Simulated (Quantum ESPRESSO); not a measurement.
## Kohn-Sham bands of SnO (Pmn2₁)

```
CELL_PARAMETERS angstrom
      3.35500     0.00000     0.00000
      0.00000     5.67410     0.00000
      0.00000     0.00000     4.22197
ATOMIC_POSITIONS crystal
  Sn 0.00000 0.23191 0.51314
  Sn 0.50000 0.76809 0.01314
  O  0.00000 0.89125 0.73686
  O  0.50000 0.10875 0.23686
```

Materials Project entry mp-545552; symmetrised, unrelaxed at this level. Not found in the COD (Crystallography Open Database) copy used, which has the formula in other groups; not checked further. Level: PBEsol, spinors with spin-orbit coupling; pw.x of Quantum ESPRESSO at 68 Ry with PseudoDojo potentials, 6×4×6 k-points, Wannier90. Density: 10×6×8 mesh, cold smearing 0.01 Ry. The cell is built of weakly bound layers, chains or molecules, whose nearest atoms lie 3.86 Å apart. Database cells relaxed without dispersion often hold them too far apart, which can enlarge gaps and weakens couplings between them; spacing and stacking were not compared with the measured crystal.

Energies are relative to the valence-band maximum; weights are on the orthonormalised atomic waves of the pseudopotential files, averaged over the group. 40 electrons a cell are treated as valence.

```csv
bands,from (eV),to (eV),filling,weight on atomic waves
1–8,-21.49,-21.23,filled,(withheld)
9–20,-20.51,-20.15,filled,(withheld)
21–24,-18.64,-16.85,filled,(withheld)
25–40,-8.08,0.00,filled,(withheld)
```

Problem. Which atomic shells make up each group?

Solution. 
- 1–8, weight on atomic waves: Sn 4d 97 %
- 9–20, weight on atomic waves: Sn 4d 98 %
- 21–24, weight on atomic waves: O 2s 72 %, Sn 4d 12 %, Sn 5p 12 %
- 25–40, weight on atomic waves: O 2p 62 %, Sn 5s 19 %, Sn 5p 17 %

The Kohn-Sham gap over both meshes and the path is 1.22 eV.
